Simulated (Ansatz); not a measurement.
The relaxed structure here is a generated cell of BeCo: the first start was made by placing the elements on the sites of a structure type, and the end was not matched to a known phase here, so it may be hypothetical.

A relaxed cell of BeCo (Fd-3m (No. 227)), relaxed on a k-mesh at least as fine as the one used below. All values below come from PBE (plane waves to 420 eV, PAW, scalar-relativistic; Ansatz, a first-principles code). Γ-centred k-mesh 11×6×11 on the run's cell (coarser than for final values), Fermi–Dirac smearing 0.05 eV.

```yaml
crystal:
  lattice:
    - [0.00000, 2.65207, 2.65207]
    - [5.30414, 0.00000, 5.30414]
    - [2.65207, 2.65207, 0.00000]
  atoms:
    - { symbol: Be, position: [0.75000, 0.37500, 0.75000] }
    - { symbol: Be, position: [0.75000, 0.87500, 0.75000] }
    - { symbol: Be, position: [0.50000, 0.25000, 0.50000] }
    - { symbol: Be, position: [0.50000, 0.75000, 0.50000] }
    - { symbol: Co, position: [0.00000, 0.00000, 0.00000] }
    - { symbol: Co, position: [0.00000, 0.50000, 0.00000] }
    - { symbol: Co, position: [0.25000, 0.12500, 0.25000] }
    - { symbol: Co, position: [0.25000, 0.62500, 0.25000] }
```
Spin-polarised start, with parallel moments on Co.

The atoms are displaced by (Å):

| atom | ux | uy | uz |
|---|---|---|---|
| Be1 | -0.024 | -0.036 | -0.015 |
| Be2 | 0.089 | -0.199 | -0.044 |
| Be3 | -0.006 | 0.081 | -0.038 |
| Be4 | -0.151 | 0.096 | 0.098 |
| Co5 | -0.005 | 0.121 | 0.030 |
| Co6 | 0.162 | 0.063 | -0.105 |
| Co7 | -0.009 | -0.038 | -0.113 |
| Co8 | -0.160 | 0.005 | 0.047 |

### Question
What forces (eV/Å) and pressure result?

### Answer
```
atom     Fx     Fy     Fz
----  -----  -----  -----
Be1    0.58   0.94  -0.59
Be2   -0.97   1.66   0.57
Be3    0.23  -0.85   0.02
Be4    0.54  -0.74  -0.31
Co5    0.10  -2.07  -1.69
Co6   -2.68  -0.21   1.68
Co7    0.43   1.35   1.22
Co8    1.78  -0.09  -0.90
```

Pressure +6.6 GPa.

### Question
Estimate the energy cost of the displacement in the harmonic approximation and compare with the calculation.

### Answer
For a harmonic well ΔE = −½ Σ F·u = 1.090 eV a cell, or 136 meV/atom. The calculated energy relative to the undisplaced cell is +0.14 eV/atom, so the harmonic estimate holds well.

Spin state reached: ferromagnetic (net 0.62 μB/atom), from parallel starting moments; other spin orders were not run from this start.

The run that gave the undisplaced cell could not lose the symmetry of its start; a randomly shaken copy of 8 atoms returns to this structure.
